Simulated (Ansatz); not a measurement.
# Notes on BaGe₃Pt

```
Ba Pt Ge
1.0
    -2.23028    6.73952    5.04257
     4.56001    0.03678   -0.00485
     2.30383    2.26504   -5.03456
Ba Pt Ge
2 2 6
Cartesian
  4.5888 8.7319 -0.1036
  0.1083 4.4165 0.0981
  2.3752 2.6241 1.5026
  2.6080 6.5135 1.6452
  2.2185 2.0472 -0.8543
  2.2124 6.9367 -0.7962
  2.5361 4.5814 -2.1746
  0.0571 6.3836 2.4867
  4.6167 2.6206 -2.1101
  2.4804 4.4708 2.5262
```

The numbers come from plane-wave PAW DFT (Ansatz): m-r2SCAN, no spin polarisation, 500 eV, 3×4×4 (shifted by 0.5, 0, 0 steps) k points, gaussian occupations (width 0.0172 eV). Nothing was relaxed.

(1) Is the cell too large or too small?

(2) How is the charge shared?

(3) Where is the largest force?

(4) What do density and ELF say about some of the short contacts?

(5) What happens at the Fermi level?

Origin: a strained cell with displaced atoms, so it need not be a known compound. Caveats: the k mesh is coarse if the cell is a metal; atoms or cell far from equilibrium; m-r2SCAN is r2SCAN with a changed spin dependence that lowers moments.

Answers

(1) The pressure is 14.7 GPa (compression positive), so with the atoms held at these fractions the cell would first expand; the forces are large, so a full relaxation may end otherwise. The principal stresses 9.6, 14.2, 20.4 GPa differ, so its shape would change too.

(2) Bader charges in e: Ba +1.16 to +1.21, Ge -0.34 to +0.42, Pt -1.13. In the mean Ba gives up most and Pt takes most.

(3) The largest is on Pt3: 6.49 eV/Å, components (0.13, -6.40, -1.04). It makes 160° with the line to a nearest neighbour, Ge10 at 2.11 Å, pointing away from it.

(4) Pt–Ge at 2.11 Å: least valence density 0.97 e/Å³ and ELF 0.47 there. Ge–Ge at 2.45 Å: least valence density 0.48 e/Å³ and ELF 0.66 there. Ba–Ge at 2.87 Å: least valence density 0.26 e/Å³ and ELF 0.24 there. Both are smooth PAW fields, read partly inside the augmentation spheres.

(5) It is a metal, with about 2.9 states/eV a cell as the mean within 0.25 eV of the Fermi level, mostly Ge p (65 %).
